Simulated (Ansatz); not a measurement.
BaLiCa, a known structure type with other elements, at an estimated volume

```
Ca Li Ba
1.0
     2.53187    4.38533    0.00000
    -2.53187    4.38533    0.00000
     0.00000    0.00000   11.28129
Ca Li Ba
3 3 3
Direct
  0.00000 0.00000 0.33420
  0.00000 0.00000 0.66580
  0.00000 0.00000 0.00000
  0.66670 0.66660 0.20800
  0.66660 0.66670 0.79200
  0.33330 0.33340 0.50000
  0.33330 0.33340 0.15330
  0.33340 0.33330 0.84670
  0.66670 0.66660 0.50000
```

The numbers come from plane-wave PAW DFT (Ansatz): PBE, no spin polarisation, 420 eV, 8×8×3 Γ-centred k points, fermi-dirac occupations (width 0.0285 eV). Nothing was relaxed.

Question: Give the Bader charges.

Answer: Bader charges in e: Ba -0.36, Li +0.76, Ca -0.64 to +0.10. In the mean Li gives up most and Ca takes most.

Question: Describe some of the short contacts.

Answer: Li–Ba at 2.92 Å: least valence density 0.07 e/Å³ and ELF 0.04 there. Ca–Li at 3.25 Å: least valence density 0.08 e/Å³ and ELF 0.16 there. Ca–Ba at 3.40 Å: least valence density 0.08 e/Å³ and ELF 0.07 there. These are pseudo-fields; inside the PAW spheres they differ from the all-electron ones.

Question: Metal or insulator?

Answer: It is a metal, with about 9.2 states/eV a cell as the mean within 0.25 eV of the Fermi level.

Question: Which atom feels the largest force, and which way?

Answer: The largest is on Li4 (and as large on other atoms): 0.45 eV/Å, components (0.00, 0.00, -0.45). It makes 78° with the line to a nearest neighbour, Ba7 at 2.99 Å.

Origin: a known structure type with other elements, at an estimated volume, so it need not be a known compound.
